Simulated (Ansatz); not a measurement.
Input:

CuI:
```cif
data_Cu4I4
_chemical_formula_sum 'Cu4 I4'
_space_group_name_H-M_alt 'F-43m'
_space_group_IT_number 216
_space_group_name_Hall 'F -4 2 3'
_cell_length_a 5.86116
_cell_length_b 5.86116
_cell_length_c 5.86116
_cell_angle_alpha 90.000
_cell_angle_beta 90.000
_cell_angle_gamma 90.000
loop_
_atom_site_label
_atom_site_type_symbol
_atom_site_symmetry_multiplicity
_atom_site_Wyckoff_symbol
_atom_site_fract_x
_atom_site_fract_y
_atom_site_fract_z
_atom_site_occupancy
Cu1 Cu 4 c 0.25000 0.25000 0.25000 1
I1 I 4 a 0.00000 0.00000 0.00000 1
```
(The calculation used a cell of 2 atoms; values per cell refer to that cell.)

This is the LDA-relaxed structure.

Task: All from LDA (plane waves, PAW; program Ansatz), unless another level is named. Give the Born charges (a third of the trace).

Result: Cu +0.96, I -0.96 e.

Task: Give the static dielectric constant ε0 (ions relaxed, cell fixed).

Result: 7.70.

Task: Next, the largest static χ(2) component?

Result: 11 pm/V.

Task: What about the electronic dielectric constant ε∞ (DFPT)?

Result: 6.82.

Symmetry was held in the LDA relaxation. The run is not spin-polarised. Scalar-relativistic: spin–orbit coupling is off unless named, which matters more the heavier the elements.

Potentials: the earlier of the program's two PAW sets. The files were generated under PBE; for other functionals the program regenerates the frozen cores, and for LDA and PBEsol the local potential too.
